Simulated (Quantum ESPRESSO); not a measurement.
# Kohn-Sham bands of CsSnBr₃ (cubic perovskite)

```
CsSnBr3
1.0
    5.83901     0.00000     0.00000
    0.00000     5.83901     0.00000
    0.00000     0.00000     5.83901
Cs Sn Br
1 1 3
Direct
  0.00000   0.00000   0.00000
  0.50000   0.50000   0.50000
  0.50000   0.00000   0.50000
  0.00000   0.50000   0.50000
  0.50000   0.50000   0.00000
```

Cell from Materials Project (mp-27214), symmetrised, no further relaxation. Not found in the COD (Crystallography Open Database) copy used; not checked further. Level: PBEsol, spinors with spin-orbit coupling; pw.x of Quantum ESPRESSO at 58 Ry with PseudoDojo potentials, 4×4×4 k-points, Wannier90. Density: 6×6×6 mesh, cold smearing 0.01 Ry. With spin-orbit coupling a semilocal functional can close or falsely invert a small gap; the band order was not checked against a better method. The gap is small at this level and was sampled on the meshes and a path alone.

Task: List the Kohn-Sham levels between −8 and 3.1 eV relative to the valence-band maximum at the high-symmetry points, as a band run of pw.x on that density gives them (levels within 2 meV counted together).

Result: 
| point | k (reciprocal lattice) | levels (eV) |
|---|---|---|
| Γ | 0.000 0.000 0.000 | -6.30 (×2), -5.28 (×4), -5.27 (×2), -3.20 (×2), -3.07 (×4), -2.84 (×2), -2.70 (×4), 2.12 (×2) |
| X | 0.000 0.500 0.000 | -7.40 (×2), -5.21 (×2), -5.16 (×2), -3.74 (×2), -3.37 (×2), -3.15 (×2), -3.05 (×2), -3.02 (×2), -2.85 (×2), -1.98 (×2), 1.40 (×2) |
| M | 0.500 0.500 0.000 | -5.04 (×2), -4.05 (×2), -3.44 (×2), -3.38 (×2), -3.31 (×2), -3.18 (×2), -3.13 (×2), -2.49 (×2), -0.97 (×2), 0.75 (×2), 1.14 (×2) |
| R | 0.500 0.500 0.500 | -3.89 (×4), -3.69 (×2), -3.26 (×4), -2.69 (×2), -2.39 (×4), 0.00 (×2), 0.08 (×2), 0.57 (×4) |
